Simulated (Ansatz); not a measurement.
**BiB: zone-centre modes**

Method: DFT PBE, scalar-relativistic, plane waves, PAW (Ansatz). Plane waves to 420 eV; Γ-centred k mesh 14×14×14; Fermi-Dirac smearing of 0.15 eV. No spin polarisation. Phonons by linear response, acoustic sum rule imposed.

Equilibrium structure at this level:
```xyz
2
Lattice="0.0000 4.4532 3.3613 1.9454 0.0000 3.3613 1.9454 4.4532 0.0000" Properties=species:S:1:pos:R:3 pbc="T T T"
B     1.9454    4.4532    0.0007
Bi    1.9454    4.4532    4.4813
```

Its imaginary modes show that this cell, built by swapping an element in a database structure, isn't a minimum of the energy. In a metal, frequencies and elastic constants depend on the k mesh and the smearing, soft modes and shear constants most. The crystal is built of layers and no dispersion correction was added, so the binding between them is poorly described, and with it their spacing and whatever depends on it. Spin–orbit coupling is left out, which can shift energies with elements as heavy as these.

Optical modes at Γ; i marks an imaginary frequency:
| frequency (cm⁻¹) | degeneracy |
| --- | --- |
| 194i | 1 |
| 609 | 1 |
| 612 | 1 |

1 of the 3 optical modes are unstable, so the structure is a saddle point of the energy and would distort without enlarging its cell.

Whether BiB exists in this form wasn't checked.